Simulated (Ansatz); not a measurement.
**Rocksalt alloy of LiCl and LiBr (12 of 32 Cl sites exchanged), 64 atoms**

Ansatz, PAW, plane waves. PBEsol relaxation of volume and atoms (shape held) at the single k point (¼, ¼, ¼) without its symmetry partners; single points on the relaxed atoms at the Γ point alone, onto which points of the small cell's zone fold. Arrangement: quasirandom. No spin–orbit coupling unless named.

Relaxed structure:

```cif
data_structure
_symmetry_space_group_name_H-M 'P 1'
_symmetry_Int_Tables_number 1
_cell_length_a 10.4076
_cell_length_b 10.4076
_cell_length_c 10.4076
_cell_angle_alpha 90.000
_cell_angle_beta 90.000
_cell_angle_gamma 90.000
_cell_volume 1127.35
loop_
_atom_site_label
_atom_site_type_symbol
_atom_site_fract_x
_atom_site_fract_y
_atom_site_fract_z
_atom_site_occupancy
Br1 Br 0.25090 0.99996 0.00126 1
Br2 Br 0.24632 0.49972 0.49684 1
Br3 Br 0.75094 0.49849 0.00019 1
Br4 Br 0.50195 0.24676 0.49905 1
Br5 Br 0.50097 0.75280 0.50013 1
Br6 Br 0.99973 0.00080 0.25108 1
Br7 Br 0.99781 0.49964 0.75009 1
Br8 Br 0.49875 0.49852 0.24810 1
Br9 Br 0.50175 0.49961 0.75193 1
Br10 Br 0.24861 0.24775 0.75124 1
Br11 Br 0.24863 0.75185 0.75116 1
Br12 Br 0.75097 0.75096 0.25014 1
Cl1 Cl 0.24815 0.00000 0.49884 1
Cl2 Cl 0.24794 0.49954 0.00379 1
Cl3 Cl 0.74943 0.00096 0.99765 1
Cl4 Cl 0.75152 0.00119 0.50274 1
Cl5 Cl 0.75357 0.49770 0.49980 1
Cl6 Cl 0.99811 0.24923 0.00158 1
Cl7 Cl 0.99705 0.24795 0.49872 1
Cl8 Cl 0.99959 0.75022 0.00021 1
Cl9 Cl 0.99815 0.75182 0.50033 1
Cl10 Cl 0.50214 0.24633 0.00140 1
Cl11 Cl 0.50051 0.75301 0.00021 1
Cl12 Cl 0.99559 0.00002 0.74938 1
Cl13 Cl 0.00038 0.49823 0.24962 1
Cl14 Cl 0.50045 0.00113 0.24879 1
Cl15 Cl 0.50449 0.99994 0.75169 1
Cl16 Cl 0.24801 0.24948 0.24866 1
Cl17 Cl 0.24816 0.75002 0.24865 1
Cl18 Cl 0.75148 0.24797 0.25002 1
Cl19 Cl 0.75136 0.24535 0.75038 1
Cl20 Cl 0.75139 0.75459 0.75044 1
Li1 Li 0.99374 0.99981 0.99438 1
Li2 Li 0.99666 0.99989 0.50613 1
Li3 Li 0.00389 0.49991 0.00568 1
Li4 Li 0.99361 0.49993 0.49426 1
Li5 Li 0.50656 0.99979 0.99901 1
Li6 Li 0.50437 0.99979 0.50223 1
Li7 Li 0.49544 0.49980 0.00093 1
Li8 Li 0.50679 0.49983 0.49891 1
Li9 Li 0.24637 0.25382 0.00839 1
Li10 Li 0.23953 0.24347 0.49111 1
Li11 Li 0.24701 0.74571 0.00726 1
Li12 Li 0.23994 0.75625 0.49223 1
Li13 Li 0.75217 0.24330 0.00109 1
Li14 Li 0.75830 0.24626 0.49973 1
Li15 Li 0.75252 0.75615 0.99465 1
Li16 Li 0.75866 0.75413 0.50601 1
Li17 Li 0.25592 0.00213 0.25626 1
Li18 Li 0.25302 0.99996 0.74315 1
Li19 Li 0.24387 0.49725 0.24564 1
Li20 Li 0.24875 0.49956 0.75411 1
Li21 Li 0.74416 0.00683 0.25452 1
Li22 Li 0.74928 0.00120 0.74763 1
Li23 Li 0.75544 0.49170 0.25636 1
Li24 Li 0.75068 0.49563 0.74332 1
Li25 Li 0.99892 0.25362 0.24767 1
Li26 Li 0.99161 0.24209 0.75304 1
Li27 Li 0.00524 0.74584 0.24720 1
Li28 Li 0.99264 0.75752 0.75267 1
Li29 Li 0.50030 0.24230 0.24118 1
Li30 Li 0.50900 0.23968 0.75997 1
Li31 Li 0.49392 0.75772 0.24078 1
Li32 Li 0.50793 0.75987 0.75961 1
```

(1) What are the mean bond lengths by pair (pairs within 1.2 times the sum of covalent radii, less contacts 15 % beyond the pair's median; cation–cation pairs of compounds aside; long ionic contacts are cut short by that bound)?

(2) What gap lies between the top filled and the lowest empty level in the single points?

Results:

(1) Br–Li 2.659 ± 0.039 Å (standard deviation, 72 bonds); Cl–Li 2.569 ± 0.047 Å (standard deviation, 120 bonds).

(2) HSE06 6.82 eV (2 min on 7 threads of Neoverse-V2).
